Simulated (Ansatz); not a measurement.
The end of the path is a generated cell of RbHgCl3: the first start was made by placing the elements on the sites of a structure type, and the end was not matched to a known phase here, so it may be hypothetical.

A geometry of RbHgCl3 away from equilibrium: the start of the relaxation of a generated cell, RbHgCl3 placed in the GdFeO3 structure type. All values below come from r2SCAN (plane waves to 500 eV, PAW, scalar-relativistic; Ansatz, a program for electronic structure). Γ-centred k-mesh 3×2×3 on the run's cell (coarser than for final values), Fermi–Dirac smearing 0.05 eV.

```xyz
20
Lattice="7.3308 0.0000 0.0000 0.0000 10.3438 0.0000 0.0000 0.0000 7.3063" Properties=species:S:1:pos:R:3 pbc="T T T"
Rb     3.5752     2.5859     7.2450
Rb     7.2406     2.5859     3.7145
Rb     3.7556     7.7578     0.0614
Rb     0.0902     7.7578     3.5918
Hg     0.0000     0.0000     0.0000
Hg     3.6654     5.1719     3.6532
Hg     0.0000     5.1719     0.0000
Hg     3.6654     0.0000     3.6532
Cl     0.2295     2.5859     0.4282
Cl     3.8949     2.5859     3.2250
Cl     7.1014     7.7578     6.8782
Cl     3.4360     7.7578     4.0813
Cl     2.1113     5.5546     1.5563
Cl     5.7767     9.9611     2.0969
Cl     5.2195     0.3827     5.7501
Cl     1.5541     4.7892     5.2094
Cl     5.2195     4.7892     5.7501
Cl     1.5541     0.3827     5.2094
Cl     2.1113     9.9611     1.5563
Cl     5.7767     5.5546     2.0969
```

### Question
Which atoms carry the largest force, and which way does it point?

### Answer
0.32 eV/Å, on Rb1, Rb2, Rb3, Rb4 (atoms numbered as listed); on Rb1 its components are (-0.28, 0.00, 0.16).

### Question
What is the pressure?

### Answer
+1.8 GPa, compression positive.

### Question
How far above the relaxed end point is this geometry?

### Answer
0.03 eV/atom; the path ends in Pnma (No. 62).

No spin polarisation in the result.

The run could not lose the symmetry of its start: the end is stationary, and may be a saddle point rather than a minimum.
